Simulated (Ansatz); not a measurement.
# Ba2Bi3, a database entry at a rescaled volume

```
Bi Ba
1.0
    -2.41344    4.00136    4.99958
     4.82688    0.00000    0.00000
     2.41344    4.00136   -4.99958
Bi Ba
3 2
Direct
  0.00000 0.00000 0.00000
  0.70320 0.50000 0.70320
  0.29680 0.50000 0.29680
  0.72450 0.22450 0.27550
  0.27550 0.77550 0.72450
```

The numbers come from plane-wave PAW DFT (Ansatz): r2SCAN, no spin polarisation, 500 eV, 8×8×8 Γ-centred k points, fermi-dirac occupations (width 0.1 eV). Nothing was relaxed.

(1) How is the charge shared?

(2) What does the stress say?

(3) Are the atoms at rest?

(4) Metal or insulator?

(5) What is the formation energy?

(6) What do density and ELF say about some of the short contacts?

Origin: a database entry at a rescaled volume.

Answers

(1) Bader charges in e: Ba +1.26, Bi -0.98 to -0.56. In the mean Ba gives up most and Bi takes most.

(2) The pressure is 0.7 GPa (compression positive), so with the atoms held at these fractions the cell would first expand. The principal stresses 0.0, 0.4, 1.7 GPa differ, so its shape would change too.

(3) Nearly at rest: the largest force is 0.048 eV/Å.

(4) It is a metal, with about 2.2 states/eV a cell as the mean within 0.25 eV of the Fermi level, mostly Bi p (82 %).

(5) -0.93 eV an atom against the elements' usual phases (free molecules for gases, crystals otherwise, with no correction for O₂ or N₂), so it is bound against them; other compounds may still compete. Relaxing would lower it.

(6) Bi–Bi at 3.25 Å: least valence density 0.20 e/Å³ and ELF 0.33 there. Bi–Ba at 3.64 Å: least valence density 0.10 e/Å³ and ELF 0.11 there. Both are smooth PAW fields, read partly inside the augmentation spheres.
